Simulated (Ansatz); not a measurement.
# ScCu2: how the free axis answers a strain

ScCu2, I4/mmm, a = 3.250 Å, c = 8.246 Å. The structure is a Materials Project entry; whether it is the stable form wasn't checked. Ansatz: PBEsol, PAW, 420 eV, Γ-centred 12×12×6 mesh on 6 atoms, Gaussian smearing 0.10 eV; no spin polarisation. Series: uniaxial strain along c, with a, b and atoms relaxed; x is the strain in per cent. y is the change of a in per cent of 3.250 Å.

| x (%) | y (%) |
| --- | --- |
| -4.5 | ? |
| -3.0 | 1.11 |
| -1.5 | 0.56 |
| 0.0 | 0.00 |
| 1.5 | -0.52 |
| 3.0 | -1.03 |
| 4.5 | -1.53 |

Fit y = c1 x + c2 x² to the other rows, say what c1 measures, and predict the missing y.

Least squares on the rows shown. y = −0.3581 x + 0.004231 x². So −c1 = 0.358 is Poisson's ratio for this pair of axes. At x = -4.5 the fit asked for gives 1.70 %. The run gave 1.66 %, so the fit is 0.04 % too high, 1.3 % of the span of the series, against an rms of 0.008 % on the fitted rows. The row lies outside the fitted range. With a term in x³ added, a fit to the same known rows predicts 1.71 %, further off still.